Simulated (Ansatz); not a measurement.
LiBr (rock salt, Fm-3m), DFT-LDA in the program Ansatz with PAW potentials: ε∞ = 3.69, cell volume 37.43 Å³. Infrared-active transverse modes:

```tsv
ω_TO (cm⁻¹)	oscillator strength S_xx (e²/amu)
196.1	0.2301
```

Problem. Compute the static dielectric constant.

Solution. Each mode adds (4.921e7/V) S/ω²: 7.87. So ε0 = 11.6.

Problem. What LO frequency does the Lyddane–Sachs–Teller relation give?

Solution. ω_LO = ω_TO √(ε0/ε∞) = 347 cm⁻¹.

The cell was relaxed with LDA under the symmetry of its start; phonons on a q-mesh show no instability. Scalar-relativistic: spin–orbit coupling is off unless named, which matters more the heavier the elements.

Potentials: the later of the program's two PAW sets.
